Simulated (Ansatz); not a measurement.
LaLuO3:
```yaml
crystal:
  lattice:
    - [4.15307, 0.00000, 0.00000]
    - [0.00000, 4.15307, 0.00000]
    - [0.00000, 0.00000, 4.15307]
  atoms:
    - { symbol: La, position: [0.00000, 0.00000, 0.00000] }
    - { symbol: Lu, position: [0.50000, 0.50000, 0.50000] }
    - { symbol: O, position: [0.00000, 0.50000, 0.50000] }
    - { symbol: O, position: [0.50000, 0.50000, 0.00000] }
    - { symbol: O, position: [0.50000, 0.00000, 0.50000] }
```

Relaxed with LDA. Special points in fractions of this cell's reciprocal vectors: Γ (0.000, 0.000, 0.000); X (0.000, 0.500, 0.000); M (0.500, 0.500, 0.000); R (0.500, 0.500, 0.500).

List the band energies nearest the valence-band maximum at these points for DFT-LDA in the program Ansatz with PAW potentials.

In eV from the valence-band maximum; about four levels below and three above (degenerate sets whole), none deeper than 8.9 eV; points with the same levels are listed once.

```csv
k,below,above
Γ,-1.12 -1.12 -1.12 0.00 0.00 0.00,1.37 1.37 1.69
X,-1.27 -1.23 -0.15 -0.15,1.51 1.53 1.68
M,-1.48 -1.15 -1.15 -0.48,1.56 1.56 1.72 1.72
R,-1.50 -1.50 -1.50 -1.45 -1.45 -1.45,1.60 1.60 1.60
```

Space group Pm-3m (cubic perovskite). The cell is a constructed one: a structure type filled with these elements; neither database checked (COD, Materials Project) lists it. Whether it is the stable phase at ambient conditions was not checked. The LDA relaxation kept the symmetry of its start. At this level the phase is dynamically unstable (imaginary phonons). Spin–orbit coupling is left out wherever it is not named.

Potentials: the earlier of the program's two PAW sets.
